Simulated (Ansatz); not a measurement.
**Li, first-principles data**

Li:
```cif
data_Li4
_chemical_formula_sum 'Li4'
_space_group_name_H-M_alt 'P63/mmc'
_space_group_IT_number 194
_space_group_name_Hall '-P 6c 2c'
_cell_length_a 2.99422
_cell_length_b 2.99422
_cell_length_c 9.76645
_cell_angle_alpha 90.000
_cell_angle_beta 90.000
_cell_angle_gamma 120.000
loop_
_atom_site_label
_atom_site_type_symbol
_atom_site_symmetry_multiplicity
_atom_site_Wyckoff_symbol
_atom_site_fract_x
_atom_site_fract_y
_atom_site_fract_z
_atom_site_occupancy
Li1 Li 2 a 0.00000 0.00000 0.00000 1
Li2 Li 2 c 0.33333 0.66667 0.25000 1
```

Space group P6_3/mmc (No. 194), dhcp (α-La type); conventional cell a = b = 2.9942 Å, c = 9.7664 Å, α = β = 90.00°, γ = 120.00°.

Method: plane-wave PAW LDA (Ansatz code). Structure relaxed to zero pressure with the same functional. Other levels are named where they apply.

**Cell and energy**

Volume per atom: 18.96 Å³
Density: 0.61 g/cm³

**Electronic structure**

Electronic character: metallic (no gap)
Density of states at the Fermi level: 0.51 states/eV per atom (mean over ±0.08 eV)

The first step of the workflow began from a Materials Project structure, measured or hypothetical; the Crystallography Open Database files this formula in space group No. 194, but the cells were not matched. It is not the phase usual at ambient conditions (space group No. 229). The cell was relaxed with LDA under the symmetry of its start; its stability against distortions is not shown here. Axis ratios of metals converge slowly with the k-mesh, so a and c are less sure than the volume.

Potentials: the later of the program's two PAW sets.
